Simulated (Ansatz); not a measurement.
An Ansatz (a quantum-chemistry and plane-wave program) input:

Ansatz 0.2 input:
```yaml
crystal:
  lattice:
    - [4.5070467579, 0.0, 0.0]
    - [0.0, 4.5070467579, 0.0]
    - [0.0, 0.0, 4.5070467579]
  atoms:
    - { symbol: Cs, position: [0.0, 0.0, 0.0] }
    - { symbol: I, position: [0.5, 0.5, 0.5] }
kpoints:
  mp_grid: { grid: [5, 5, 5] }
hamiltonian:
  xc: hse06
  pseudopotentials: { kind: paw }
scf:
  n_extra_bands: 6
  occupations: { method: fixed }
output:
  eigenvalues: true
  eigenstates:
    e_range: [-9.0, 13.8]
    kpoints:
      - [0.0, 0.5, 0.5]  # VBM
      - [0.0, 0.0, 0.0]  # CBM
      - [0.0, 0.0, 0.0]  # GAMMA
      - [0.5, 0.5, 0.5]  # R
      - [0.5, 0.5, 0.0]  # M
      - [0.0, 0.5, 0.0]  # X
```

Task: How many symmetry operations and irreducible k-points will the run report?

Result: 48 operations, 10 of 125 k-points.

Task: With a cutoff of 420 eV, how many plane waves at Γ?

Result: 1791.

It took about 2.1 core-minutes (a rough figure) on shared server cores.

The points marked VBM and CBM come from a semilocal run.

Space group Pm-3m (CsCl type). Symmetry was held in the PBEsol relaxation. Spin–orbit coupling is left out wherever it is not named.

Potentials: the later of the program's two PAW sets.

Ansatz is a plane-wave DFT program.
